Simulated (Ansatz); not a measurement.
SrMoO₃ (cubic perovskite, space group No. 221) at seven volumes, PBEsol in the plane-wave PAW code Ansatz, scaled uniformly. One row is withheld.

```json
[
 {"V (Å³/atom)": "11.223", "P (GPa)": "23.45"},
 {"V (Å³/atom)": "11.593", "P (GPa)": "14.31"},
 {"V (Å³/atom)": "11.963", "P (GPa)": "6.57"},
 {"V (Å³/atom)": "12.333", "P (GPa)": "0.01"},
 {"V (Å³/atom)": "12.703", "P (GPa)": "-5.57"},
 {"V (Å³/atom)": "13.073", "P (GPa)": "?"},
 {"V (Å³/atom)": "13.443", "P (GPa)": "-14.29"}
]
```

**Question.** Fit the shown pressures and predict the withheld one.

**Answer.** Third-order Birch–Murnaghan: P = (3/2)B₀(x^(7/2) − x^(5/2))[1 + (3/4)(B′ − 4)(x − 1)] with x = (V₀/V)^(2/3). Least squares on the six rows gives V₀ = 12.333 Å³/atom, B₀ = 201.1 GPa, B′ = 4.48. At V = 13.073, x = 0.9619 and P = -10.29 GPa. The run itself gave -10.29 GPa.

Space group Pm-3m (cubic perovskite). The first step of the workflow began from a Materials Project structure, measured or hypothetical; the Crystallography Open Database copy checked does not list it. Whether it is the stable phase at ambient conditions was not checked. The PBEsol relaxation kept the symmetry of its start; its stability against distortions is not shown here. The workflow began spin-polarised and lost its moments. No Hubbard U is applied.

Potentials: the later of the program's two PAW sets.
